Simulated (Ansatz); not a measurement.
Name crystals whose computed values (the program Ansatz at the PBEsol level (PAW)) fall in these windows: Θ_D (K) 230 to 330; G_Hill (GPa) 49 to 64; B₀ by P(V) fit (GPa) 170 to 220.



| crystal | Θ_D (K) | G_Hill (GPa) | B₀ by P(V) fit (GPa) |
|---|---|---|---|
| Pd, dhcp (α-La type) | 291 | 54.1 | 199 |
| InPd3, Cu3Au type | 277 | 49.2 | 172 |
| Pd, hcp (Mg type) | 282 | 50.8 | 198 |
| CuPd, CsCl type | 312 | 51.8 | 184 |
Others may fit too.

Spin orders computed, not proven ground states: Pd, dhcp (α-La type) ferromagnetic; Pd, hcp (Mg type) ferromagnetic. Not the usual ambient phase: Pd, dhcp (α-La type); Pd, hcp (Mg type). Standing as an ambient phase not checked: InPd3, Cu3Au type; CuPd, CsCl type. Perhaps ordered models of mixed-site phases: InPd3, Cu3Au type. All cells were relaxed under the symmetry of their starts (and spin orders); stability against distortions was not tested throughout. Rows with no word on spin ran without spin polarisation. Scalar-relativistic: spin–orbit coupling is off unless named, which matters more the heavier the elements.

Potentials: the later of the program's two PAW sets.
